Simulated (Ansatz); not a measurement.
ZnAg3:
```
CELL_PARAMETERS angstrom
      5.71244     0.00000     0.00000
     -2.85622     4.94712     0.00000
      0.00000     0.00000     4.65707
ATOMIC_POSITIONS crystal
  Zn 0.33333 0.66667 0.75000
  Zn 0.66667 0.33333 0.25000
  Ag 0.16859 0.33719 0.25000
  Ag 0.83141 0.66281 0.75000
  Ag 0.83141 0.16859 0.75000
  Ag 0.16859 0.83141 0.25000
  Ag 0.66281 0.83141 0.25000
  Ag 0.33719 0.16859 0.75000
```

Relaxed with r²SCAN. Special points in fractions of this cell's reciprocal vectors: Γ (0.000, 0.000, 0.000); M (0.500, 0.000, 0.000); K (0.333, 0.333, 0.000); A (0.000, 0.000, 0.500); L (0.500, 0.000, 0.500); H (0.333, 0.333, 0.500).

Task: List the band energies nearest the Fermi level at these points for the program Ansatz at the r²SCAN level (PAW).

Result: In eV from the Fermi level; about four levels below and three above (degenerate sets whole), none deeper than 8.9 eV; points with the same levels are listed once.

```csv
k,below,above
Γ,-0.83 -0.79 -0.79 -0.23,0.84 0.84 2.40
M,-3.54 -3.46 -2.17 -1.12,2.03 2.05 2.57
K,-3.90 -3.90 -3.86 -3.56,2.01 2.01 2.25
A,-0.16 -0.16 -0.16 -0.16,0.07 0.07 2.86 2.86
L,-2.92 -2.92 -0.15 -0.15,0.17 0.17 6.33 6.33
H,-2.61 -2.61 -2.43 -2.43,3.16 3.16 4.72 4.72
```

Space group P6_3/mmc. The workflow started from a Materials Project entry (that database holds measured and hypothetical structures alike); the Crystallography Open Database copy checked does not list it. With Zn and Ag taken as one species the cell has the higher symmetry P6_3/mmc, so it may be an ordered model of a mixed-site phase. Its standing as an ambient phase is unchecked. The cell was relaxed with r²SCAN under the symmetry of its start; its stability against distortions is not shown here. The run is not spin-polarised. Spin–orbit coupling is left out wherever it is not named.

Potentials: the later of the program's two PAW sets.
